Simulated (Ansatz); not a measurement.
GaP (zinc blende), relaxed with PBE (Ansatz, an electronic-structure program, plane waves, PAW): a = b = c = 5.506 Å, α = β = γ = 90.00°.

| Quantity | Value |
|---|---|
| gap (eV) | 1.58 |
| ΔH_f (eV/atom) | -0.43 |
| B₀ by P(V) fit (GPa) | 76.6 |
| electron conductivity mass (mₑ) | 0.10 |

Question: The same phase is relaxed and computed with r²SCAN in the same code. What are the cell and these values now?

Answer: a = b = c = 5.4514 Å, α = β = γ = 90.00°.

gap (eV): 1.84
ΔH_f (eV/atom): -0.53
B₀ by P(V) fit (GPa): 87.6
electron conductivity mass (mₑ): 0.30

All cells were relaxed under the symmetry of their starts (and spin orders); stability against distortions was not tested throughout. Scalar-relativistic: spin–orbit coupling is off unless named, which matters more the heavier the elements.

Potentials: the later of the program's two PAW sets.

Ansatz is a plane-wave DFT program.

Formation energies count from the lowest solids of the elements computed at the same level, not from gases.
